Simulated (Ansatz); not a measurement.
InSb:
```
InSb
1.0
    4.23479     0.00000     0.00000
   -2.11739     3.66743     0.00000
    0.00000     0.00000     7.34731
In Sb
2 2
Direct
  0.00000   0.00000   0.00000
  0.00000   0.00000   0.50000
  0.33333   0.66667   0.25000
  0.66667   0.33333   0.75000
```

Relaxed with r²SCAN. Special points in fractions of this cell's reciprocal vectors: Γ (0.000, 0.000, 0.000); M (0.500, 0.000, 0.000); K (0.333, 0.333, 0.000); A (0.000, 0.000, 0.500); L (0.500, 0.000, 0.500); H (0.333, 0.333, 0.500).

Problem. List the band energies nearest the Fermi level at these points for DFT-r²SCAN with spin–orbit coupling in the program Ansatz with PAW potentials.

Solution. In eV from the Fermi level; about four levels below and three above (degenerate sets whole), none deeper than 8.9 eV; points with the same levels are listed once.

| k | below | above |
|---|---|---|
| Γ | -0.34 -0.34 -0.03 -0.03 | 0.20 0.20 0.33 0.33 |
| M | -3.48 -3.48 -2.02 -2.02 | 0.26 0.26 1.15 1.15 |
| K | -2.51 -2.51 -2.35 -2.35 | 4.54 4.54 5.21 5.21 |
| A | -4.41 -4.41 -4.41 -4.41 | 0.02 0.02 0.02 0.02 |
| L | -0.50 -0.50 -0.50 -0.50 | 3.40 3.40 3.40 3.40 |
| H | -0.29 -0.29 -0.16 -0.16 | 0.35 0.35 0.45 0.45 |

Space group P6_3/mmc (NiAs type). The start of the workflow was typed in or built on a structure type; neither database checked (COD, Materials Project) lists it. It is not the phase usual at ambient conditions (space group No. 216). The cell was relaxed with r²SCAN under the symmetry of its start; whether a distortion lowers the energy is not shown.

Potentials: the earlier of the program's two PAW sets.
